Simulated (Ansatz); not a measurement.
C:
```
C
1.0
    0.00000     1.78578     1.78578
    1.78578     0.00000     1.78578
    1.78578     1.78578     0.00000
C
2
Cartesian
  2.67867   2.67867   2.67867
  1.78578   1.78578   1.78578
```

Relaxed with PBE. Special points in fractions of this cell's reciprocal vectors: Γ (0.000, 0.000, 0.000); X (0.500, 0.000, 0.500); U (0.625, 0.250, 0.625); K (0.375, 0.375, 0.750); L (0.500, 0.500, 0.500); W (0.500, 0.250, 0.750).

List the band energies nearest the valence-band maximum at these points for plane-wave PAW PBE (Ansatz code).

In eV from the valence-band maximum; about four levels below and three above (degenerate sets whole), none deeper than 8.9 eV; … stands for higher levels left out; points with the same levels are listed once.

```csv
k,below,above
Γ,0.00 0.00 0.00,…
X,-6.28 -6.28,4.76 4.76 …
U,-5.35,5.67 10.71 …
L,-2.80 -2.80,8.45 8.45 …
W,-8.29 -8.29,10.60 10.60 …
```

Space group Fd-3m (diamond). The PBE relaxation kept the symmetry of its start. The volume moved by -26 % from the start of the relaxation.

Potentials: the later of the program's two PAW sets.
